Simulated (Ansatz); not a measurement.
CaO:
Space group P6₃/mmc (No. 194); a = b = 3.9809 Å, c = 4.7701 Å, α = β = 90.00°, γ = 120.00°

| atom | site | symmetry | x | y | z |
|---|---|---|---|---|---|
| Ca | 2d | -6m2 | 0.6667 | 0.3333 | 0.2500 |
| O | 2c | -6m2 | 0.3333 | 0.6667 | 0.2500 |

Relaxed with r²SCAN.

### Question
Which orbitals make up the states near the band edges in r²SCAN (plane waves, PAW; program Ansatz)?

### Answer
Top 1 eV of the valence band: O 2p 94 %. Bottom 1 eV of the conduction band: Ca 4s 57 %, O 2s 15 %, O 2p 6 %, outside the projected shells 20 %. Projections are on Löwdin-orthogonalised atomic valence shells; empty p or d shells of many metals are not among them.

### Question
Tabulate the density of states.

### Answer
States/eV per cell of 4 atoms, in 0.25 eV bins, energy from the valence-band maximum.

```
E (eV)  total   O 2p  Ca 4s  O 2s
------  -----  -----  -----  ----
-2.20    0.00   0.00   0.00  0.00
-1.95    4.40   3.63   0.56  0.02
-1.70    5.57   4.62   0.62  0.04
-1.45    3.59   3.09   0.28  0.02
-1.20    8.84   8.08   0.13  0.01
-0.95   14.94  13.90   0.03  0.00
-0.70    6.70   6.27   0.01  0.00
-0.45    3.43   3.26   0.00  0.00
-0.20    0.51   0.49   0.00  0.00
0.05     0.02   0.02   0.00  0.00
0.30     0.00   0.00   0.00  0.00
0.55     0.00   0.00   0.00  0.00
0.80     0.00   0.00   0.00  0.00
1.05     0.00   0.00   0.00  0.00
1.30     0.00   0.00   0.00  0.00
1.55     0.00   0.00   0.00  0.00
1.80     0.00   0.00   0.00  0.00
2.05     0.00   0.00   0.00  0.00
2.30     0.00   0.00   0.00  0.00
2.55     0.00   0.00   0.00  0.00
2.80     0.00   0.00   0.00  0.00
3.05     0.00   0.00   0.00  0.00
3.30     0.00   0.00   0.00  0.00
3.55     0.00   0.00   0.00  0.00
3.80     0.04   0.00   0.03  0.01
4.05     0.10   0.00   0.07  0.02
4.30     0.15   0.01   0.10  0.03
4.55     0.36   0.02   0.14  0.03
4.80     1.08   0.06   0.24  0.04
5.05     2.01   0.15   0.48  0.06
5.30     3.15   0.28   0.79  0.09
5.55     2.57   0.19   0.50  0.05
5.80     2.29   0.16   0.41  0.03
6.05     1.76   0.11   0.30  0.02
6.30     1.53   0.09   0.34  0.02
6.55     1.26   0.04   0.18  0.01
6.80     1.59   0.03   0.11  0.01
7.05     1.29   0.03   0.03  0.00
7.30     1.15   0.03   0.02  0.00
7.55     1.44   0.03   0.06  0.00
7.80     1.80   0.04   0.12  0.01
8.05     3.77   0.08   0.40  0.05
8.30     4.66   0.11   0.45  0.06
```

Space group P6_3/mmc. The start of the workflow was typed in or built on a structure type; the Crystallography Open Database copy checked does not list it. It is not the phase usual at ambient conditions (space group No. 225). The r²SCAN relaxation kept the symmetry of its start; its stability against distortions is not shown here.

Potentials: the later of the program's two PAW sets.
